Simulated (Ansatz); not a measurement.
An Ansatz (a first-principles code) run. Input:

Ansatz 0.2 input:
```yaml
crystal:
  lattice:
    - [3.4304420057, 0.0, 0.0]
    - [-1.7152210028, 2.9708499231, 0.0]
    - [0.0, 0.0, 6.1891850976]
  atoms:
    - { symbol: Ta, position: [0.0, 0.0, 0.0105493807] }
    - { symbol: Se, position: [0.6666666667, 0.3333333333, 0.7405415347] }
    - { symbol: S, position: [0.3333333333, 0.6666666667, 0.2489090847] }
kpoints:
  mp_grid: { grid: [14, 14, 7] }
hamiltonian:
  xc: r2scan
  dispersion: d4
  pseudopotentials: { kind: paw }
scf:
  occupations: { method: gaussian, width: 0.05 }
checkpoint: { read: metal.run }
output: { write_density: true, elf: true, volumetric_format: npy }
basis: { fft_grid_basis: typed }
```

Output (shortened):

```
Pseudopotential: Ta, paw, valence charge 13
Pseudopotential: Se, paw, valence charge 16
Pseudopotential: S, paw, valence charge 6
Functional definition: r2SCAN
Crystal: 3 atoms, lattice volume = 63.076 Å³
Basis set: ecut = 500 eV, 1619 PW (Γ), exchange–correlation on 108×108×192 points (64 copies of the dense FFT grid, shifted against one another)
Bands: 26, of which v1, the nominal top of the filled ones, is band 18 counted from 1 (17 counted from 0)
Symmetry: 6 space group operations
Space group: P3m1 (ITA 156), of the structure as read, at distance tolerance 4.0e-5 Å
k-points: 144 of 1372 (time reversal used)
Stability of the state it starts from, as read at its close in the unpolarized treatment …
iter 1 solved again at ethr=2.40e-7 eV; its pass at ethr=3.10e-3 eV (dr2=8.40e-5 eV) is discarded
SCF iter   1: F=—  HF=-16331.734746 eV  |F-HF|=—  |Δ(HF+E_count)|=         —  Δρ=6.72e-7  dr2=2.22e-10  dr2_τ=1.91e-11  ethr=2.40e-7  ⟨swp⟩=3.0  Hψ=27791  notcnv=0
preconditioner: auto → LDOS
SCF iter   2: F=-16331.734746 eV  HF=-16331.734746 eV  |F-HF|=1.53e-10  |Δ(HF+E_count)|=   5.08e-8  Δρ=6.65e-7  dr2=3.17e-10  dr2_τ=2.53e-11  ethr=1.00e-12  ⟨swp⟩=7.0  Hψ=15454  notcnv=0
SCF 1 converged in 2 iterations: F = -16331.734746 eV  dr2 = 3.17e-10
SCF converged after 2 iterations
Free energy (F): -16331.734746 eV
Harris-Foulkes:  -16331.734746 eV  (|F-HF|=1.53e-10)
Internal energy: -16331.732954 eV  (E = F + TS)
E sigma→0 (E₀):  -16331.733850 eV
Entropy (-TS):   -0.001792 eV (-0.597 meV/atom)
Fermi energy:    10.877781 eV
--- Per-component energies (eV) ---
  E_band       = -576.173710
  E_kinetic    = 592.911574
  E_local      = -3875.709218  (includes V_loc(G=0)·N_el)
  E_nonlocal   = -552.883753
  E_hartree    = 1790.078637
  E_xc         = -395.181111
  E_vxc        = -422.923158  (∫ρ·V_xc dr)
  E_paw        = -10957.225793  (= ΣΔE_a)
  E_vpaw       = 81.646946  (= ΣTr[D̂ρ^β])
  E_aug_tail   = -0.000123  (compensation charges beyond the density's cutoff)
  E_vtau       = 20.626923  (kinetic-family band-sum trace: ∫τ·v_τ [+ j·A + Jᵃ·Aᵃ] dr)
  E_ewald      = -2930.730645
  E_disp       = -0.361705  (pairwise vdW)
  E_core_change = -2.630817  (= ΣΔE_core)
  E_smearing   = -0.001792  (= −TS)
  E_closure    = 0.000000  (closes the sum)
  Σ components = -16331.734746   (vs F -16331.734746, Δ=0.00e0)
  [band-id]    e_kinetic+e_local+e_nonlocal+2·e_hartree+e_vxc+e_vpaw+e_augmentation_tail+e_vtau = -576.173535   (vs E_band -576.173710, Δ=1.75e-4)
--- Band table (eV; the first three rows and the last of 144) ---
  k-point 0: bands = ["-60.0197", "-37.9061", "-37.9061", "-37.8948", "-37.8948", "-37.8880", "-25.8108", "-25.8108", "-25.8092", "-4.7848", "-3.0695", "3.8147", "6.8239", "6.8239", "9.2687", "10.3352", "10.3352", "10.9558", "10.9608", "10.9608", "14.7678", …
  k-point 1: bands = ["-60.0196", "-37.9061", "-37.9061", "-37.8948", "-37.8948", "-37.8880", "-25.8108", "-25.8108", "-25.8093", "-4.7455", "-3.1428", "3.9821", "6.8290", "6.8290", "8.8002", "10.3087", "10.3087", "10.9569", "10.9569", "11.2368", "14.8324", …
  k-point 2: bands = ["-60.0197", "-37.9061", "-37.9061", "-37.8948", "-37.8948", "-37.8880", "-25.8108", "-25.8108", "-25.8093", "-4.6442", "-3.3178", "4.4229", "6.8407", "6.8407", "7.9338", "10.2504", "10.2504", "10.9483", "10.9483", "11.6095", "14.9808", …
  k-point 143: bands = ["-60.0086", "-37.9052", "-37.9046", "-37.8953", "-37.8947", "-37.8864", "-25.9900", "-25.9540", "-25.7541", "-2.8542", "-2.6283", "4.9480", "5.3284", "5.6957", "6.8088", "7.0618", "7.3403", "11.7485", "12.3947", "12.5196", "15.2584", …
```

Cost: very roughly 27 core-seconds on shared cores.

The first step of the workflow began from a Materials Project structure, measured or hypothetical; the Crystallography Open Database copy checked does not list it. With Se and S taken as one species the cell has the higher symmetry P-3m1, so it may be an ordered model of a mixed-site phase. Whether it is the stable phase at ambient conditions was not checked. Symmetry was held in the r²SCAN+D4 relaxation; whether a distortion lowers the energy is not shown. The run is not spin-polarised. With an odd number of electrons in the cell and no spin polarisation, the count alone makes it a metal. Scalar-relativistic: spin–orbit coupling is off unless named, which matters more the heavier the elements.

Potentials: the later of the program's two PAW sets.

Ansatz is a plane-wave DFT program.
